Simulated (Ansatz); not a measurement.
input.yaml

```yaml
crystal:
  lattice:
    - [3.168488804, 0.0, 0.0]
    - [0.0, 3.168488804, 0.0]
    - [0.0, 0.0, 3.168488804]
  atoms:
    - { symbol: Hf, position: [0.5, 0.5, 0.5] }
    - { symbol: Co, position: [0.0, 0.0, 0.0], spin: 1.16 }
basis:
  ecutwfc: 420
kpoints:
  mp_grid: { grid: [14, 14, 14] }
hamiltonian:
  xc: lda
scf:
  occupations: { method: gaussian, width: 0.1 }
output:
  forces: true
  stress: true
  eigenvalues: true
  populations: true
magnetization:
  spin_polarized: true
relax:
  adjacent_minimum: "off"
  f_tol: 0.005
  max_steps: 50
  cell: { stress_tol: 0.05 }
```

It can be run as
```bash
ansatz run input.yaml --threads 1 --pin off --backend cpu --events-out ev --progress --plain --runs-dir out  # memory cap (--max-ram) not shown
```

Level of theory: Ansatz 0.2.0, DFT LDA, scalar-relativistic, plane waves, PAW.

Part of what the program printed, abridged (final results; tables in files aren't shown):

```
the net moment that the starting moments add up to was not kept: the SCF closed with a net magnetisation of 1.0e-1 μB in size, at most 0.1 of the 1.16 μB that the starting moments add up to as vectors. Its absolute magnetisation is 1.3e-1 μB, where they sum to 1.16 μB in size (1 site): that figure counts also what cancels out within the cell.
SCF 7 converged in 6 iterations: F = -20540.466573 eV  dr2 = 8.90e-12
SCF converged after 6 iterations
Magnetization: -0.1063 μB (21.4468 up, 21.5532 down)
Absolute magnetization: 0.1213 μB (∫|ρ↑−ρ↓|, with the PAW one-centre terms)
Spin contamination: 0.0018 ħ² per cell (⟨S²⟩ above its minimum at these occupations)
Per-site moments (μB) at R_I (Å): [(0.00295548, 1.09915642), (-0.11200457, 1.09915642)]
Free energy (F): -20540.466573 eV
Harris-Foulkes:  -20540.466573 eV  (|F-HF|=7.28e-12)
Internal energy: -20540.454332 eV  (E = F + TS)
E sigma→0 (E₀):  -20540.460453 eV
Entropy (-TS):   -0.012241 eV (-6.120 meV/atom)
Fermi energy:    22.184014 eV
--- Per-component energies (eV) ---
  E_band       = -82.374230
  E_kinetic    = 888.080499
  E_local      = -7347.064308  (includes V_loc(G=0)·N_el)
  E_nonlocal   = -771.628835
  E_hartree    = 3353.294027
  E_xc         = -458.075511
  E_vxc        = -474.895096  (∫ρ·V_xc dr)
  E_paw        = -8142.162567  (= ΣΔE_a)
  E_vpaw       = 916.545292  (= ΣTr[D̂ρ^β])
  E_aug_tail   = 0.000052  (compensation charges beyond the density's cutoff)
  E_ewald      = -8065.773182
  E_core_change = 2.875493  (= ΣΔE_core)
  E_smearing   = -0.012241  (= −TS)
--- Forces (eV/Å), atoms counted from 1 ---
  atom   1  Hf     0.00000000     0.00000000     0.00000000
  atom   2  Co     0.00000000     0.00000000     0.00000000
--- Stress (GPa, compression-positive) ---
       -0.001709       0.000000       0.000000
        0.000000      -0.001709       0.000000
        0.000000       0.000000      -0.001709
  P = ⅓ Tr σ = -0.0017 GPa (-0.017 kbar)
--- Band table (eV; the first three rows and the last of 240) ---
  k-point 0 ↑: bands = ["-71.7849", "-39.5304", "-35.4947", "-35.4947", "-35.4947", "-8.0018", "-8.0018", "-8.0018", "10.5039", "10.5039", "10.5039", "10.5205", "10.5205", "10.5205", "10.5400", "13.7301", "18.0791", "18.0791", "20.7626", "20.7626", "20.7626", "23.4090", "23.4090", "27.8972", "27.8972", "27.8972", "30.6831"]
  k-point 1 ↑: bands = ["-71.7848", "-39.5290", "-35.4952", "-35.4946", "-35.4946", "-8.0342", "-7.9995", "-7.9995", "10.5024", "10.5048", "10.5048", "10.5172", "10.5213", "10.5213", "10.5391", "13.8495", "18.1335", "18.1512", "20.7581", "20.7581", "20.7811", "23.3425", "23.4372", "27.4150", "27.4150", "27.8711", "30.3162"]
  k-point 2 ↑: bands = ["-71.7847", "-39.5252", "-35.4968", "-35.4943", "-35.4943", "-8.1243", "-7.9930", "-7.9930", "10.4982", "10.5069", "10.5069", "10.5081", "10.5240", "10.5240", "10.5367", "14.1962", "18.2946", "18.3486", "20.7472", "20.7472", "20.8337", "23.1463", "23.4940", "26.5052", "26.5052", "27.7974", "29.4974"]
  k-point 119 ↓: bands = ["-71.9042", "-39.4363", "-35.6276", "-35.6276", "-35.6276", "-8.4632", "-8.4632", "-8.4632", "10.4935", "10.4982", "10.4982", "10.4982", "10.5440", "10.5440", "10.5440", "19.4868", "19.4868", "19.4868", "20.0854", "20.0854", "20.0854", "21.4890", "21.4890", "27.4063", "29.5380", "29.5380", "31.0191"]
--- Relaxed structure (5 steps of the walk, 5 accepted, 2 SCFs on fresh bases) ---
  F+E_penalty+E_count = -20540.46657290 eV   max|allowed force component| = 1.075e-29 eV/Å   (the final SCF, on the basis selected at the relaxed cell)
  cell:  # Å, volume = 29.1283 Å³
    - [3.07684004, 0.0, 0.0]
    - [0.0, 3.07684004, 0.0]
    - [0.0, 0.0, 3.07684004]
  atoms:
    - { symbol: Hf, position: [0.5, 0.5, 0.5] }
    - { symbol: Co, position: [0.0, 0.0, 0.0] }
--- Löwdin populations: 2 sites ---
  site symbol q [e]    m [muB]
     0     Hf     26.0253     0.0018
     1     Co     16.7506    -0.1099
  spilling = 0.005211 (of n_electrons = 43.000000)
```

The relaxation met its thresholds.

Spin-orbit coupling is left out, which matters for the bands of heavy elements.